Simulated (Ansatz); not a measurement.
Values for one crystal, relaxed and computed with plane-wave PAW r²SCAN (Ansatz code); other levels are named.

| Property | Value |
|---|---|
| Volume per atom | 35.27 Å³ |
| Band gap | 1.16 eV (direct) |
| Conduction-band minimum | at Γ |
| Valence-band maximum | at Γ |
| Formation energy from the elements (no fitted shifts) | -0.57 eV/atom |

**Question.** Pick the material that matches.
(A) GeTePt, P2_13 (Ge on 4a, Te on 4a, Pt on 4a)
(B) CdTe, zinc blende
(C) SnTe, rock salt
(D) AlSiTe3, P-31m (Al on 2d, Si on 2e, Te on 6k)

**Answer.** B, CdTe, zinc blende

Space group F-43m (zinc blende). Symmetry was held in the r²SCAN relaxation. The references are the lowest solids computed at this level, not always the standard phases. Scalar-relativistic: spin–orbit coupling is off unless named, which matters more the heavier the elements.

Potentials: the earlier of the program's two PAW sets.
